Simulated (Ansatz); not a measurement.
A trial cell of B5N, before relaxation:

```
B N
1.0
     3.92028    0.00000    0.00000
    -1.96014    3.39506    0.00000
     0.00000    0.00000    3.66361
B N
5 1
Direct
  0.66479 0.66479 0.00000
  0.33333 0.66667 0.50000
  0.00000 0.33521 0.00000
  0.33521 0.00000 0.00000
  0.66667 0.33333 0.50000
  0.00000 0.00000 0.50000
```

Theory: DFT PBE, scalar-relativistic, plane waves, PAW in Ansatz. Cutoff 420 eV, Gaussian smearing, Γ-centred meshes. Cell and atoms relax first on a coarse mesh and then on a finer one. In between, the cell is made exact in the group found at 0.06 Å. In metals the finer mesh still leaves noise of several meV/atom or more. The steps can't lower the symmetry of their start. No spin polarisation in the relaxation; trial moments died out in a coarse test.

A guess keeps its type if space group and coordination stay and the shape of the cell changes little (axis ratios within about 15 %, angles within 6°); the volume may change.

Question: Does it keep its structure type, or change into something else?

Answer: It doesn't keep its type. The symmetry goes from P-62m (No. 189) to P6/mmm (No. 191). The volume per atom grows by 6.1 %, from 8.1 to 8.6 Å³. The shortest distance goes from 2.25 Å (B–B) to 1.65 Å (B–B). Counting neighbours within 15 % of an atom's shortest distance, the start has B 12, N 12 and the end B 4/6, N 6. In detail, at the end around B on a site of symmetry mmm lie 4 B at 1.65 Å; around B on a site of symmetry -6m2 lie 3 B at 1.90 Å and 3 N at 1.90 Å; N has 6 B at 1.90 Å.

```cif
data_structure
_symmetry_space_group_name_H-M 'P 1'
_symmetry_Int_Tables_number 1
_cell_length_a 3.2955
_cell_length_b 3.2955
_cell_length_c 5.5019
_cell_angle_alpha 90.000
_cell_angle_beta 90.000
_cell_angle_gamma 120.000
_cell_volume 51.75
loop_
_atom_site_label
_atom_site_type_symbol
_atom_site_fract_x
_atom_site_fract_y
_atom_site_fract_z
_atom_site_occupancy
B1 B 0.50000 0.50000 0.00000 1
B2 B 0.33333 0.66667 0.50000 1
B3 B 0.00000 0.50000 0.00000 1
B4 B 0.50000 0.00000 0.00000 1
B5 B 0.66667 0.33333 0.50000 1
N1 N 0.00000 0.00000 0.50000 1
```

Formation energies are uncorrected and refer to the elements' standard structures at the same level (N₂ as a molecule).

Question: At what energy does it end?

Answer: +1.52 eV/atom. A positive value: parting into the elements would lower its energy.

The last run used a 12×12×8 mesh (in the run's order of axes) for its 6-atom cell and Gaussian smearing of 0.10 eV. Weakly bound directions are ill-defined at this level, which has no dispersion term. Symmetry constrained the relaxation, so the result can be a saddle point. Another cell of B5N relaxed alike, in Cmmm, lies 109 meV/atom lower, so this cell isn't the stable form at this level.

In counts of neighbours, a slash parts the counts of unlike sites.
